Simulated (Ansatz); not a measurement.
**CuO (P4_2/mmc): electronic heat capacity and spin susceptibility from the density of states**

Computed with Ansatz 0.2.0, DFT PBEsol, scalar-relativistic, plane waves, PAW.

Settings: cutoff 420 eV, Γ-centred mesh 16×16×8 on the computed 4-atom cell, Gaussian smearing of 0.10 eV; no spin polarisation.

Relaxed cell: P4_2/mmc, a = 2.894 Å, b = 2.894 Å, c = 5.092 Å, α = 90.00°, β = 90.00°, γ = 90.00°, 4 atoms in the primitive cell. This form isn't the usual stable structure of the compound.

The density of states at the Fermi level is 2.182 states/eV in the cell of 4 atoms (2 formula units; both spins, tetrahedra on a 24×24×12 mesh).

What Sommerfeld coefficient and Pauli susceptibility does this give?

Per formula unit N(E_F) = 1.091 states/eV. γ = (π²/3) k_B² N(E_F) N_A = 2.357 mJ/(mol K²) per state/eV, so γ = 2.6 mJ/(mol K²), a mole of formula units. χ_P = μ_B² N(E_F) N_A = 3.23×10⁻⁵ emu/mol per state/eV gives 3.5×10⁻⁵ emu/mol. This is the bare band result: a measured γ of the same phase is as a rule larger by a factor 1 + λ from phonons and spin fluctuations, the spin part of χ is larger by the Stoner factor, and a measured χ also holds orbital and core terms. N(E_F) at one energy is sensitive to the mesh where the density of states has sharp peaks.

Spin polarisation was left out, and a magnetic state may lie lower.

A ferromagnetic start lost its moments in a first run, so spin was left out; other magnetic orders weren't tried.